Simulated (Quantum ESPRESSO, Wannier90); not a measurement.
# Wannierisation of TaSe2 (R-3m)

```
TaSe2
1.0
   -1.75440     3.03871     0.00000
   -3.50880     0.00000     0.00000
   -1.75440     1.01290     6.64566
Ta Se
1 2
Direct
  0.00000   0.00000   0.00000
  0.74837   0.74837   0.75489
  0.25163   0.25163   0.24511
```

Materials Project entry mp-567724; symmetrised, unrelaxed at this level. COD (Crystallography Open Database) has the formula in 5 space groups, this one among them (matched by group alone). Level: PBEsol, no spin polarisation, no spin-orbit coupling; pw.x of Quantum ESPRESSO at 69 Ry with PseudoDojo potentials, 8×8×8 k-points, Wannier90. Density: 10×10×10 mesh, cold smearing 0.01 Ry. The cell is built of weakly bound layers, chains or molecules, whose nearest atoms lie 3.95 Å apart. Database cells relaxed without dispersion often hold them too far apart, which can enlarge gaps and weakens couplings between them; spacing and stacking were not compared with the measured crystal. Spin-orbit coupling is left out although heavy elements are present.

Base run: 11 functions from bands 17-37 of the 37 computed, start hydrogen-like Ta: d; Se: p, centres 0.05 Å off the atoms, frozen window up to 1.50 eV relative to the Fermi level, outer window open. One thing is changed at a time; window edges are relative to the Fermi level. The misfit compares interpolated bands with pw.x on a high-symmetry path, for states up to 1.0 eV relative to the Fermi level. Converged means that the tolerances were met: symmetric starts can stop on a saddle, which shows as a larger Ω_OD at equal Ω_I and can move the misfit too.

```tsv
setting	functions	frozen to (eV)	Ω_I (Å²)	Ω_D (Å²)	Ω_OD (Å²)	rms misfit (meV)	worst (meV)	ended
base	11	1.50	19.99	0.01	0.97	2.7	19	converged
frozen window to -0.50 eV	11	-0.50	19.04	0.01	0.73	69	423	converged
frozen window to 0.50 eV	11	0.50	19.33	0.01	0.82	33	280	converged
frozen window to 1.00 eV	11	1.00	19.74	0.01	0.92	5.8	74	converged
frozen window to 5.05 eV	11	5.05	–	–	–	–	–	stops: too many frozen states
outer window to 4.34 eV	11	1.50	–	–	–	–	–	stops: too few bands in the window
```

Runs of this sweep that didn't settle are not listed.
